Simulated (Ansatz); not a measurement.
Data:

TiZn3:
```yaml
crystal:
  lattice:
    - [3.87814, 0.00000, 0.00000]
    - [0.00000, 3.87814, 0.00000]
    - [0.00000, 0.00000, 3.87814]
  atoms:
    - { symbol: Zn, position: [0.00000, 0.50000, 0.50000] }
    - { symbol: Zn, position: [0.50000, 0.00000, 0.50000] }
    - { symbol: Zn, position: [0.50000, 0.50000, 0.00000] }
    - { symbol: Ti, position: [0.00000, 0.00000, 0.00000] }
```

This is the r²SCAN-relaxed structure.

Question: All from plane-wave PAW r²SCAN (Ansatz code), unless another level is named. Predict the formation energy from the elements (no fitted shifts).

Answer: -21 kJ/mol of atoms.

Question: And the density of states at the Fermi level?

Answer: 0.75 states/eV per atom (mean over ±0.08 eV).

Space group Pm-3m (Cu3Au type). The workflow started from an entry of the Crystallography Open Database (COD). Whether it is the stable phase at ambient conditions was not checked. The cell was relaxed with r²SCAN under the symmetry of its start; its stability against distortions is not shown here. No spin polarisation was allowed. The references are the lowest solids computed at this level, not always the standard phases.

Potentials: the later of the program's two PAW sets.
